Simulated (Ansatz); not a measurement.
An Ansatz (an electronic-structure program) run. Input:

Ansatz 0.2 input:
```yaml
crystal:
  lattice:
    - [0.0, 3.3279875671, 3.3279875671]
    - [3.3279875671, 0.0, 3.3279875671]
    - [3.3279875671, 3.3279875671, 0.0]
  atoms:
    - { symbol: Sn, position: [0.25, 0.25, 0.25] }
    - { symbol: Sn, position: [0.0, 0.0, 0.0] }
kpoints:
  mp_grid: { grid: [11, 11, 11] }
basis: { xc_grid: 2 }
hamiltonian:
  xc: pbe
  pseudopotentials: { kind: paw }
scf:
  occupations: { method: gaussian, width: 0.1 }
checkpoint: { read: metal.run }
output: { bader: true, populations: true }
```

Output (shortened):

```
Pseudopotential: Sn, paw, valence charge 14
Functional definition: PBE
Crystal: 2 atoms, lattice volume = 73.718 Å³
Basis set: ecut = 420 eV, 1459 PW (Γ), exchange–correlation on 64×64×64 points (8 copies of the dense FFT grid, shifted against one another)
Bands: 22, of which v1, the nominal top of the filled ones, is band 14 counted from 1 (13 counted from 0)
Symmetry: 48 space group operations
Space group: Fd-3m (ITA 227), of the structure as read, at distance tolerance 4.2e-5 Å
k-points: 56 of 1331
Stability of the state it starts from, as read at its close in the unpolarized treatment …
iter 1 solved again at ethr=4.61e-7 eV; its pass at ethr=3.10e-3 eV (dr2=1.29e-4 eV) is discarded
SCF iter   1: F=—  HF=-12048.424747 eV  |F-HF|=—  |Δ(HF+E_count)|=         —  Δρ=7.46e-7  dr2=2.43e-10  ethr=4.61e-7  ⟨swp⟩=2.5  Hψ=9397  notcnv=0
preconditioner: auto → Kerker (q_TF=auto, 2.322 Å⁻¹)
SCF iter   2: F=—  HF=-12048.424747 eV  |F-HF|=—  |Δ(HF+E_count)|=   3.57e-8  Δρ=6.50e-7  dr2=1.58e-10  ethr=1.00e-12  ⟨swp⟩=7.1  Hψ=5833  notcnv=0
SCF iter   3: F=-12048.424747 eV  HF=-12048.424747 eV  |F-HF|=1.31e-10  |Δ(HF+E_count)|=  1.09e-11  Δρ=4.23e-7  dr2=6.81e-11  ethr=1.00e-12  ⟨swp⟩=1.0  Hψ=3316  notcnv=0
SCF 1 converged in 3 iterations: F = -12048.424747 eV  dr2 = 6.81e-11
SCF converged after 3 iterations
Free energy (F): -12048.424747 eV
Harris-Foulkes:  -12048.424747 eV  (|F-HF|=1.31e-10)
Internal energy: -12048.423161 eV  (E = F + TS)
E sigma→0 (E₀):  -12048.423954 eV
Entropy (-TS):   -0.001586 eV (-0.793 meV/atom)
Fermi energy:    6.865248 eV
--- Per-component energies (eV) ---
  E_band       = -270.298515
  E_kinetic    = 372.989212
  E_local      = -2394.631038  (includes V_loc(G=0)·N_el)
  E_nonlocal   = -64.176959
  E_hartree    = 1360.253017
  E_xc         = -763.490289
  E_vxc        = -190.159138  (∫ρ·V_xc dr)
  E_paw        = -8275.205251  (= ΣΔE_a)
  E_vpaw       = -714.826247  (= ΣTr[D̂ρ^β])
  E_aug_tail   = -0.000001  (compensation charges beyond the density's cutoff)
  E_ewald      = -2284.161852
  E_smearing   = -0.001586  (= −TS)
  E_closure    = 0.000000  (closes the sum)
  Σ components = -12048.424747   (vs F -12048.424747, Δ=0.00e0)
  [band-id]    e_kinetic+e_local+e_nonlocal+2·e_hartree+e_vxc+e_vpaw+e_augmentation_tail = -270.298136   (vs E_band -270.298515, Δ=3.80e-4)
--- Band table (eV; the first three rows and the last of 56) ---
  k-point 0: bands = ["-14.6512", "-14.6512", "-14.6512", "-14.6015", "-14.6015", "-14.3488", "-14.3488", "-14.3488", "-14.3474", "-14.3474", "-3.2175", "5.7507", "6.9867", "6.9867", "6.9867", "9.0481", "9.0481", "9.0481", "11.8648", "14.6743", "14.6743", "15.1836"]
  k-point 1: bands = ["-14.6563", "-14.6563", "-14.6494", "-14.5945", "-14.5945", "-14.3639", "-14.3639", "-14.3509", "-14.3335", "-14.3335", "-3.1435", "5.0102", "6.8409", "6.8409", "7.2683", "9.2391", "9.2391", "9.3389", "12.2625", "14.1119", "14.1119", "14.8893"]
  k-point 2: bands = ["-14.6657", "-14.6657", "-14.6447", "-14.5803", "-14.5803", "-14.3789", "-14.3789", "-14.3566", "-14.3216", "-14.3216", "-2.9257", "3.8082", "6.5380", "6.5380", "7.2580", "9.6314", "9.6314", "10.2340", "13.0276", "13.7025", "13.7025", "14.6779"]
  k-point 55: bands = ["-14.7096", "-14.7033", "-14.5526", "-14.5171", "-14.4901", "-14.4682", "-14.4595", "-14.4289", "-14.2790", "-14.2728", "-0.6051", "-0.0377", "3.9830", "4.4363", "9.4635", "10.4137", "11.0777", "11.1761", "14.7535", "15.6839", "16.6143", "17.3741"]
--- Löwdin populations: 2 sites ---
  site symbol       q [e]
     0     Sn     13.9764
     1     Sn     13.9764
  spilling = 0.001688 (of n_electrons = 28.000000)
--- Bader charges: 2 sites ---
  site symbol  charge [e]  shift [e]
     0     Sn      0.0000     0.0000
     1     Sn      0.0000     0.0000
  shift: an alarm, by how much a part of what the PAW files miss would move the charge. Where it is large, compare
  with a run on PAW files of another source; a small one proves nothing
  estimated error of the sums over rays = 5.4e-5 e
```

Cost: about 22 core-seconds (a rough figure) on shared cores.

This is a known low-temperature phase of the composition, computed here at zero pressure and temperature. The cell was relaxed with PBE under the symmetry of its start; phonons on a q-mesh show no instability. The volume moved by 30 % from the start of the relaxation. Scalar-relativistic: spin–orbit coupling is off unless named, which matters more the heavier the elements.

Potentials: the later of the program's two PAW sets.

Ansatz is a plane-wave DFT program.
